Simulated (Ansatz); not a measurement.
## Nb: from a starting cell to a relaxed one

The start is a randomly generated symmetric cell of Nb (space group No. 4). A full variable-cell relaxation at zero pressure is run with PBE (plane waves to 420 eV, PAW, scalar-relativistic; Ansatz, a first-principles code). First-step values are on the input's coarse k-mesh.

Ansatz input (later rounds restart from its end on a renewed k-mesh):
Ansatz 0.2 input:
```yaml
crystal:
  lattice:
    - [4.0113098, 0, 0]
    - [0, 3.2250551, 0]
    - [-1.9324591, 0, 6.5966835]
  atoms:
    - { symbol: Nb, position: [0.66420846, 0.89527916, 0.33521652] }
    - { symbol: Nb, position: [0.33579154, 0.39527916, 0.66478348] }
    - { symbol: Nb, position: [0.90151801, 0.36268151, 0.10168427] }
    - { symbol: Nb, position: [0.09848199, 0.86268151, 0.89831573] }
basis: { ecutwfc: 420, ecutrho_ratio: 4, xc_grid: 2, fft_grid_basis: typed }
kpoints: { mp_grid: { grid: [9, 10, 5] } }
hamiltonian:
  xc: pbe
  dispersion: none
  pseudopotentials: { azcp: { folder: ./paw }, kind: paw }
scf: { occupations: { method: fermi_dirac, width: 0.05 } }
relax: { f_tol: 0.01, max_steps: 100, cell: { stress_tol: 0.02 } }
output: { forces: true, stress: true }
```

```yaml
outcome: The space group goes from P2₁ (No. 4) to Im-3m (No. 229); the end is bcc (W type), with 1 atom in the primitive cell
energy_released: 0.84 eV/atom
volume_change: -15.0 %, from 21.33 to 18.12 Å³/atom
Shortest distances (start → end): "The closest pairs of elements (up to four, under 3.6 Å), start → end: Nb–Nb 2.41 → 2.87 Å"
band_gap_at_the_end: zero (metallic)
optimiser_moves: 15
```

The end point of the relaxation:

```cif
data_Nb2
_chemical_formula_sum 'Nb2'
_space_group_name_H-M_alt 'Im-3m'
_space_group_IT_number 229
_space_group_name_Hall '-I 4 2 3'
_cell_length_a 3.30955
_cell_length_b 3.30955
_cell_length_c 3.30955
_cell_angle_alpha 90.000
_cell_angle_beta 90.000
_cell_angle_gamma 90.000
loop_
_atom_site_label
_atom_site_type_symbol
_atom_site_symmetry_multiplicity
_atom_site_Wyckoff_symbol
_atom_site_fract_x
_atom_site_fract_y
_atom_site_fract_z
_atom_site_occupancy
Nb1 Nb 2 a 0.00000 0.00000 0.00000 1
```
(The calculation used a cell of 1 atom; values per cell refer to that cell.)

Final values are on a 20×20×20 k-mesh of the relaxed cell. The start holds a very short contact (Nb–Nb 2.41 Å). No spin polarisation in the result.

The run could not lose the symmetry of its start; a randomly shaken copy of 2 atoms returns to this structure.
